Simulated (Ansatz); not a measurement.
Ta (bcc (W type)) was relaxed and computed twice in Ansatz (plane waves, PAW), once with PBEsol and once with r²SCAN+D4.

```json
[
 {"": "cell", "run 1": "a = b = c = 3.301 Å, α = β = γ = 90.00°", "run 2": "a = 3.2814 Å, b = 3.2814 Å, c = 3.2814 Å, α = 90.00°, β = 90.00°, γ = 90.00°"}
]
```

Problem. Which run used which functional?

Solution. Run 1 is r²SCAN+D4, run 2 is PBEsol.

All cells were relaxed under the symmetry of their starts (and spin orders); stability against distortions was not tested throughout. Rows with no word on spin ran without spin polarisation. Spin–orbit coupling is left out wherever it is not named.

Potentials: the earlier of the program's two PAW sets.

Ansatz (a first-principles code) is a plane-wave DFT program.
